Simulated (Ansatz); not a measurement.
Here is the system:

YPd$_{3}$:
```yaml
crystal:
  lattice:
    - [4.05697, 0.00000, 0.00000]
    - [0.00000, 4.05697, 0.00000]
    - [0.00000, 0.00000, 4.05697]
  atoms:
    - { symbol: Y, position: [0.00000, 0.00000, 0.00000] }
    - { symbol: Pd, position: [0.50000, 0.50000, 0.00000] }
    - { symbol: Pd, position: [0.00000, 0.50000, 0.50000] }
    - { symbol: Pd, position: [0.50000, 0.00000, 0.50000] }
```

This is the PBEsol-relaxed structure.

Task: All from the program Ansatz at the PBEsol level (PAW), unless another level is named. Give the bulk modulus (Birch–Murnaghan fit).

Result: 146 GPa.

Task: And the elastic constants (relaxed ions, GPa)?

Result: C11 = 204, C12 = 118, C44 = 79.7.

Task: Next, the highest zone-centre frequency?

Result: 5.73 THz.

Space group Pm-3m (Cu3Au type). The first step of the workflow began from a Materials Project structure, measured or hypothetical; the Crystallography Open Database files this formula in space group No. 221, but the cells were not matched. Whether it is the stable phase at ambient conditions was not checked. The PBEsol relaxation kept the symmetry of its start; of distortions, only those at the zone centre were tested. No spin polarisation was allowed. As this level gives no gap, shear constants depend on the k-mesh and smearing (Fermi–Dirac, 0.1 eV here). As this level gives no gap, phonon frequencies hold no LO–TO term and depend on the k-mesh and smearing (Fermi–Dirac, 0.1 eV here).

Potentials: the later of the program's two PAW sets.
